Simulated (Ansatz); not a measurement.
BeGa$_{3}$: what symmetry allows forces and stress to be

```
CELL_PARAMETERS angstrom
-1.93572 2.23694 3.92820
1.93572 -2.05810 3.83178
1.93572 2.05810 -3.83178
ATOMIC_POSITIONS crystal
Be 0.00000 0.00000 0.00000
Ga 0.78851 0.25538 0.53313
Ga 0.21149 0.74462 0.46687
Ga 0.50000 0.50000 0.00000
```

Computed with DFT PBE, scalar-relativistic, plane waves, PAW in Ansatz.

Cutoff 420 eV; k points 12×12×12 on the computed 4-atom cell (Γ-centred); Gaussian smearing, width 0.10 eV; no spin polarisation.

This distorted cell has space group C2/m, with 4 operations.

Without a calculation: in which directions can each atom feel a force?

A force must be left unchanged by every operation that keeps its atom in place, so it lies in the space that those operations leave fixed. Atoms that the group maps onto each other feel forces of one size.
```csv
atom,site symmetry,operations at the site,equivalent to atom,allowed force (Cartesian)
Be1,2/m,4,1,none
Ga2,m,2,2,"in the plane normal to (1.00, 0.00, 0.00)"
Ga3,m,2,2,"in the plane normal to (1.00, 0.00, 0.00)"
Ga4,2/m,4,4,none
```

That leaves 2 independent force components of 12. A relaxation in this cell that keeps the symmetry moves the atoms in these directions alone.

And the stress tensor?

It must be invariant under the point group, which leaves 4 independent components: xz, xy vanish.

Do the computed values obey this?

Yes. Forces (eV/Å):
```
Be1  0.000  0.000  0.000
Ga2  0.000 -0.539  0.162
Ga3  0.000  0.539 -0.162
Ga4  0.000  0.000  0.000
```

Stress (GPa, compression positive, xx yy zz yz xz xy): -0.81 -0.14 -0.74 1.52 0.00 0.00. The program imposes the same operations on density, forces and stress, so this confirms the analysis and is no independent test of the calculation.